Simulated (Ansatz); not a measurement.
## Electric field gradients in TaSb

The calculation used DFT PBE, scalar-relativistic, plane waves, PAW in Ansatz 0.2.0. Settings: 420 eV plane-wave cutoff, Γ-centred 14×14×8 mesh, Fermi-Dirac smearing of 0.15 eV. No spin polarisation.

The cell, relaxed at this level:
```
CELL_PARAMETERS angstrom
2.93486 0.00000 0.00000
0.00000 2.93486 0.00000
0.00000 0.00000 5.64044
ATOMIC_POSITIONS crystal
Ta 0.00000 0.00000 0.50000
Sb 0.00000 0.00000 0.00000
```

The cell was built by swapping an element in a database structure (itself possibly hypothetical) and relaxing; it need not be the stable form of this composition. In a metal these results depend on the k mesh and the smearing. Spin–orbit coupling is left out, which matters for gradients at heavy nuclei.

Give V_zz (10²¹ V/m²) and the asymmetry η at each distinct site.

Results:

| atom | V_zz | η |
| --- | --- | --- |
| Ta (atom 1) | -1.43 | 0.00 |
| Sb (atom 2) | -34.32 | 0.00 |